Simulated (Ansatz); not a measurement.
## Slab of hcp Ru (10-10), 6 layers

The slab is cut from the hcp crystal, the stable phase, as relaxed on PAW files (13.09 Å³/atom), with 16 Å of vacuum and a dipole correction:

```
CELL_PARAMETERS angstrom
2.67493 0.00000 0.00000
0.00000 4.22435 0.00000
0.00000 0.00000 21.40530
ATOMIC_POSITIONS crystal
Ru 0.75000 0.75000 0.37374
Ru 0.25000 0.25000 0.40981
Ru 0.25000 0.75000 0.48196
Ru 0.75000 0.25000 0.51804
Ru 0.75000 0.75000 0.59019
Ru 0.25000 0.25000 0.62626
```

Level of theory: DFT with LDA, scalar-relativistic, in Ansatz 0.2.0; a Γ-centred 14×9×1 k mesh, Fermi–Dirac smearing of 0.08 eV, no spin polarisation. LAPW: all electrons, basis error target 1 meV/atom; PAW: frozen-core files, cutoff 420 eV.

The bulk energy comes from a cell in the slab's orientation on a 14×9×8 mesh. The surface energy is (E(slab) − N·E(bulk))/2A at zero smearing, the mean of both faces; thin slabs carry quantum-size effects.

The PAW files were made under PBE.

Q: As cut, the LAPW slab lies 5.170 eV above 6 atoms of bulk. What surface energy is that?

A: Over two faces of 11.30 Å² it is 228.8 meV/Å², and times 16.02 J/m² per eV/Å² that gives γ = 3.666 J/m².

Q: What do relaxation and the other method give, and what work function comes out?

A: 

```
method  γ as cut (J/m²)  γ relaxed (J/m²)  Φ as cut (eV)  Φ relaxed (eV)
  LAPW            3.666             3.553           5.14            5.20
   PAW            3.664             3.550           5.14            5.20
```

Q: How do the spacings between the planes relax?

A: From the bottom face up: d12 -18.1 % of 0.772 Å, d23 +2.1 % of 1.544 Å, d34 -6.0 % of 0.772 Å, d45 +2.1 % of 1.544 Å, d56 -18.1 % of 0.772 Å.

Q: A field of 0.3 V/Å is applied along the normal, atoms held. What follows?

A: LAPW finds an induced dipole of 0.1564 e·Å a cell (PAW 0.1564), that is 8.35 Å for 4πα over the area, against 5.14 Å between the outer atoms.

Q: A 3d core hole is made on one atom of each kind in every 1×1 cell (PAW hole dataset, neutral cell, valence without spin). What does it cost by layer?

A: layer 1 279.18 eV, layer 2 279.44 eV, layer 3 279.81 eV. Shifts between layers mean more than the absolute values, and a whole layer of holes screens otherwise than one hole.

Q: In the relaxed 1×1 cell, replace the outer, then the middle Ru by Rh, which changes a whole layer. What shift does this Z+1 picture give?

A: E(outer) − E(middle) = -0.54 eV by LAPW and -0.54 eV by PAW; a positive value puts the surface line at higher binding energy.
